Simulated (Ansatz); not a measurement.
**TaGa2: start and end of a relaxation**

Recipe of this trial structure of TaGa2: random cell by space group and Wyckoff sites (P4/mmm, No. 123). Lengths were set from tabulated atomic sizes, so they are only a guess.

start:

Space group P4/mmm (No. 123). a = 3.420 Å, b = 3.420 Å, c = 5.278 Å, α = 90.00°, β = 90.00°, γ = 90.00°
```tsv
atom	site	symmetry	x	y	z
Ta	1c	4/mmm	0.5000	0.5000	0.0000
Ga	2e	mmm.	0.0000	0.5000	0.5000
```

These are results of Ansatz, DFT PBE, scalar-relativistic, plane waves, PAW, not measurements. Cutoff 420 eV, Gaussian smearing, Γ-centred meshes. Cell and atoms relax first on a coarse mesh and then on a finer one. In between, the cell is made exact in the group found at 0.06 Å. In metals the finer mesh still leaves noise of several meV/atom or more. The steps can't lower the symmetry of their start. No spin polarisation.

end:

Space group P4/mmm (No. 123). a = 3.902 Å, b = 3.902 Å, c = 3.712 Å, α = 90.00°, β = 90.00°, γ = 90.00°
| atom | site | symmetry | x | y | z |
| --- | --- | --- | --- | --- | --- |
| Ta | 1c | 4/mmm | 0.5000 | 0.5000 | 0.0000 |
| Ga | 2e | mmm. | 0.0000 | 0.5000 | 0.5000 |

The symmetry stays P4/mmm (No. 123). The volume per atom shrinks by 8.5 %, from 20.6 to 18.8 Å³. The shortest distance goes from 2.42 Å (Ga–Ga) to 2.69 Å (Ta–Ga). The ratio c/a of the conventional cell changes by a factor of 0.62. The energy falls by about 0.75 eV/atom (the start's value is from the coarse mesh).

```json
{"Volume per atom": "18.84 Å³", "Density": "9.42 g/cm³", "Formation energy": "+0.11 eV/atom", "Gap on the 12×12×12 mesh of the 3-atom cell": "0 eV (a metal)"}
```

The zero of energy is the elements' standard structures at the same level; no fitted shifts are applied. The separate elements lie lower, so it is unstable against them.

The last run used Gaussian smearing of 0.10 eV. Spin–orbit coupling, which can matter for Ta, is left out. Symmetry constrained the relaxation, so the result can be a saddle point. In all, the 4 runs took 3.8 min on 1 thread of Intel(R) Xeon(R) Processor @ 2.50GHz (Skylake/Cascade Lake) (shared host). Another cell of TaGa2 relaxed alike, in P4/mmm, lies 273 meV/atom lower, so this cell isn't the stable form at this level.
